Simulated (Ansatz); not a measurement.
A geometry of CsSnI₃ away from equilibrium: step 2 of the relaxation of a relaxed CsSnI3 cell shaken by Gaussian noise of σ = 0.08 Å a coordinate. Computed with PBE (plane waves to 420 eV, PAW, scalar-relativistic; Ansatz, a quantum-chemistry and plane-wave program). Γ-centred k-mesh 3×3×3 on the run's cell (coarser than for final values), Fermi–Dirac smearing 0.05 eV.

```yaml
crystal:
  lattice:
    - [4.47826, 2.57718, 7.13793]
    - [-4.46203, 2.57396, 7.12894]
    - [0.00533, -5.15710, 7.13558]
  atoms:
    - { symbol: Cs, position: [0.23578, 0.23342, 0.27778] }
    - { symbol: Cs, position: [0.74032, 0.75636, 0.75614] }
    - { symbol: Sn, position: [0.00186, 0.98405, 0.00559] }
    - { symbol: Sn, position: [0.49110, 0.50317, 0.49536] }
    - { symbol: I, position: [0.69407, 0.79706, 0.25762] }
    - { symbol: I, position: [0.25219, 0.69108, 0.81593] }
    - { symbol: I, position: [0.80199, 0.23960, 0.69826] }
    - { symbol: I, position: [0.30818, 0.18464, 0.75413] }
    - { symbol: I, position: [0.75227, 0.31013, 0.19094] }
    - { symbol: I, position: [0.18557, 0.74593, 0.31867] }
```

Problem. Which atoms carry the largest force, and which way does it point?

Solution. 0.30 eV/Å, on Sn4 (atoms numbered as listed); on Sn4 its components are (0.29, -0.08, 0.02).

Problem. What is the pressure?

Solution. 0.0 GPa, compression positive.

Problem. How much energy per atom can still be gained by relaxing?

Solution. 0.01 eV/atom; the path ends in P1 (No. 1) at a tolerance of 0.01 Å, C2/m (No. 12) at 0.1 Å.

No spin polarisation in the result.

The end of the path is a generated cell of CsSnI3: the first start was made by placing the elements on the sites of a structure type, and the end was not matched to a known phase here, so it may be hypothetical. Known forms of CsSnI3 include space group No. 62, 221.
